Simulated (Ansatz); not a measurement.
**Si2W, one cell by several methods**

```
Si W
1.0
    -1.62206    1.62206    3.94000
     1.62206   -1.62206    3.94000
     1.62206    1.62206   -3.94000
Si W
2 1
Direct
  0.33300 0.33300 0.00000
  0.66700 0.66700 0.00000
  0.00000 0.00000 0.00000
```

Atoms are numbered in the order listed.

The geometry is COD entry 1010283, unchecked; take it as a test cell. It differs from other determinations. The listed cell was then made from it by scaling, straining or moving an atom.

No spin–orbit coupling, which matters for the heavy atoms here.

All numbers are computed: DFT, LDA, PAW with Ansatz's default frozen-core files, scalar-relativistic (Ansatz 0.2.0); DFT, LDA, all-electron LAPW, scalar-relativistic (Ansatz 0.2.0).

For PAW: a Γ-centred 11×11×14 k mesh, Fermi–Dirac smearing of 0.05 eV, cutoff 420 eV, no spin polarisation; the PAW files were made with PBE, and the program remakes their frozen cores for this functional; this mesh doesn't keep the crystal's whole symmetry, which leaves small spurious terms. LAPW targets a basis error of 1 meV/atom. The Ansatz runs share mesh, smearing and spin set-up. Plane-wave (PAW) pressures include the program's estimate of the Pulay term.

Stress and pressure are positive in compression.

The change that made this cell: equal xx and yy strain of +1 %.

PAW results:

```
              quantity     PAW
        pressure (GPa)  -11.07
       stress xx (GPa)  -11.13
       stress zz (GPa)  -10.94
       stress xy (GPa)    0.05
force on Si1, z (eV/Å)   0.362
```

Task: What does full-potential LAPW give for the same quantities?

Result: 
```csv
quantity,LAPW
pressure (GPa),-11.08
stress xx (GPa),-11.14
stress zz (GPa),-10.98
stress xy (GPa),0.05
"force on Si1, z (eV/Å)",0.364
```
